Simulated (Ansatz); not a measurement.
Cu3Au:
```xyz
4
Lattice="3.7133 0.0000 0.0000 0.0000 3.7133 0.0000 0.0000 0.0000 3.7133" Properties=species:S:1:pos:R:3 pbc="T T T"
Au     0.0000     0.0000     0.0000
Cu     0.0000     1.8567     1.8567
Cu     1.8567     0.0000     1.8567
Cu     1.8567     1.8567     0.0000
```

Relaxed with PBEsol (plane waves, PAW; program Ansatz). Indices refer to the conventional cell of Pm-3m, a = 3.713 Å, b = 3.713 Å, c = 3.713 Å, α = 90.00°, β = 90.00°, γ = 90.00°.

Question: Simulate the powder diffraction pattern (Fe Kα, λ = 1.93735 Å; lines above 1 %) up to 2θ = 90°.

Answer: Simulated powder pattern, Fe Kα, λ = 1.93735 Å (kinematic, ideal powder, no thermal factors, no anomalous dispersion; the 30 strongest lines at most, above 1 %, up to 2θ = 90°):

```tsv
2θ (°)	d (Å)	I/Imax (%)	hkl
30.24	3.713	34	(100)
43.30	2.626	28	(110)
53.72	2.144	100	(111)
62.90	1.857	47	(200)
71.37	1.661	15	(210)
79.43	1.516	11	(211)
```

The PBEsol relaxation kept the symmetry of its start. The run is not spin-polarised. Scalar-relativistic: spin–orbit coupling is off unless named, which matters more the heavier the elements.

Potentials: the later of the program's two PAW sets.
